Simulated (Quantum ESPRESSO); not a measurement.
# Strain and stress in Al3ZnN3O

Calculated results; nothing here was measured. They come from pw.x of Quantum ESPRESSO 7.5, a plane-wave density functional program, with PseudoDojo standard norm-conserving files (v0.5 for PBE, v0.4.1 for LDA and PBEsol). The cells are made up: elements, strain and atom displacements were drawn at random, and nothing was relaxed. There is no spin polarisation, spin-orbit coupling or dispersion term.

The cell has 8 sites of a wurtzite lattice (rectangular cell). Sites 1 to 4 hold Al Al Zn Al; sites 5 to 8 hold N O N N. Cell vectors in Å: (3.018, -0.019, 0.030); (-0.033, 5.355, -0.046); (0.050, -0.043, 5.064). Settings: PBE, cutoff 1143 eV, 6 x 4 x 4 k mesh shifted by half a step, Fermi-Dirac smearing of 0.025 eV.

Each run adds a strain along z to one cell, with the atoms carried along; the vectors above are those of run 4. Stress is positive in tension and P is minus a third of its trace. E is the free energy for each atom above the lowest run shown. The last column is band 26 less band 25 at Gamma, from a band step after each run.

```
run  strain (%)  s_xx (GPa)  s_yy (GPa)  s_zz (GPa)  s_xy (GPa)  P (GPa)  E (meV/atom)  level step at Gamma (eV)
  1       -1.55      -26.14      -19.07      -17.79       -4.44    21.00         20.43                     0.706
  2       -0.52      -25.09      -18.02      -12.40       -4.31    18.50         10.55                     0.625
  4        0.06      -24.52      -17.45       -9.57       -4.24    17.18          6.46                     0.579
  5        0.96      -23.66      -16.60       -5.41       -4.13    15.22          2.18                     0.506
  6        1.31      -23.33      -16.28       -3.88       -4.09    14.50          1.14                     0.478
  7        2.31      -22.43      -15.40        0.27       -3.98    12.52          0.00                     0.396
  3       -0.23           ?           ?           ?           ?        ?             ?                         ?
```

A rerun of one of these cells at 1437 eV and k mesh 8 x 6 x 6 moved values by no more than 0.002 eV in the cell's energy, 0.03 GPa in stress and 0.002 eV/Å in force.

## Worked fit

A parabola through the six runs shown gives s_zz = -9.86 + 4.82 e - 0.189 e² GPa, with e in per cent and a scatter of 0.02 GPa. The slope is a stiffness of 482 ± 2 GPa for each unit of this strain at e = 0. The atoms are clamped, and relaxing them would in general lower it. The error is the larger of the fit's own and the change that a cubic makes, rounded up.

## Withheld run

Question: what s_zz should run 3 give?

The fit gives -10.98 GPa. The calculation gave -10.97 GPa.

| run | strain (%) | s_xx (GPa) | s_yy (GPa) | s_zz (GPa) | s_xy (GPa) | P (GPa) | E (meV/atom) | level step at Gamma (eV) |
| --- | --- | --- | --- | --- | --- | --- | --- | --- |
| 3 | -0.23 | -24.80 | -17.73 | -10.97 | -4.28 | 17.83 | 8.36 | 0.602 |